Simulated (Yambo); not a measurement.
```
CELL_PARAMETERS angstrom
      3.69899     0.00000     0.00000
     -1.84949     3.20342     0.00000
      0.00000     0.00000     8.16886
ATOMIC_POSITIONS crystal
  C  0.00000 0.00000 0.00000
  N  0.00000 0.00000 0.15015
  N  0.00000 0.00000 0.84985
  O  0.33333 0.66667 0.39666
  O  0.66667 0.33333 0.60334
  Y  0.33333 0.66667 0.67752
  Y  0.66667 0.33333 0.32248
```

Y$_{2}$CN$_{2}$O$_{2}$ (space group P-3m1, No. 164): mean Im ε in 1 eV windows above the direct gap of 5.27 eV, for different electron-hole kernels (Yambo, broadening 0.15 eV, LDA (Quantum ESPRESSO, PseudoDojo norm-conserving, 84 Ry, scalar-relativistic) bands; 6×6×2 mesh, 11 valence and 11 conduction bands, static screening with 58 bands and a 3 Ry block, scissor 1.54 eV, Tamm-Dancoff; field along x).

| window (eV) | independent quasiparticles | TDDFT, adiabatic LDA kernel | BSE |
|---|---|---|---|
| 5.3 to 6.3 | 0.2 | 0.2 | 1.4 |
| 6.3 to 7.3 | 1.0 | 1.0 | 5.4 |
| 7.3 to 8.3 | 3.2 | 2.8 | 5.7 |
| 8.3 to 9.3 | 5.3 | 5.2 | 4.8 |
| 9.3 to 10.3 | 4.8 | 4.8 | 2.6 |

This run doesn't resolve bound excitons or single peaks, so only averages are given, and they too depend on the mesh; weight that the attraction moves below the gap isn't listed. All transitions below 10.68 eV are in the band window. The scissor comes from a G0W0 run whose convergence isn't established.

Geometry of the Materials Project entry, not relaxed at this level.

The structure is a Materials Project entry; no match was found in the copy of COD used, and its stability was not checked.
